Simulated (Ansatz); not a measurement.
**Defects and dopants in LaTe3**

Calculated with the plane-wave PAW code Ansatz (scalar-relativistic, PAW set soft_2), not measured. The host crystal, relaxed (Kohn–Sham gap 0.00 eV):

```
CELL_PARAMETERS angstrom
2.18500 -13.15659 0.00000
2.18500 13.15659 0.00000
0.00000 0.00000 4.36332
ATOMIC_POSITIONS crystal
La 0.16948 0.83052 0.75000
La 0.83052 0.16948 0.25000
Te 0.92861 0.07139 0.75000
Te 0.07139 0.92861 0.25000
Te 0.57153 0.42847 0.75000
Te 0.42847 0.57153 0.25000
Te 0.29567 0.70433 0.75000
Te 0.70433 0.29567 0.25000
```

Atoms are relaxed in small periodic supercells at the host's cell. Formation energies are those of the neutral defect, with atoms from and to the elements' standard states and no corrections; they are left out where an element with a U changes, an open 4f shell is known to end too high at times, atoms moved far or the cell holds a carrier in a band. Distances are those to the atoms of the nearest element, out to 1.25 times the shortest (mean and range); atoms of other elements can lie among them. They are left out where the atom moved off its site or the cell is too small to hold the shell. Moments under 0.05 μB aren't shown.

```
         defect  method  host atoms  formation energy (eV)               nearest element, host → defect (Å)  notes
Te interstitial  PBEsol          32                      –                                                –  b c d
Te on a La site  PBEsol          32                   5.38  9 Te: 3.30 (3.22 to 3.38) → 3.30 (2.95 to 3.62)      a
Hf on a La site  PBEsol          32                   2.23  9 Te: 3.30 (3.22 to 3.38) → 3.13 (3.06 to 3.19)      c
```

Notes: a, atoms kept the symmetry of the start, so a distorted state could lie lower; b, most atoms moved far, the host may distort by itself; c, one start alone; d, one start site alone, and another structure may lie lower.

Caveats: small cells.
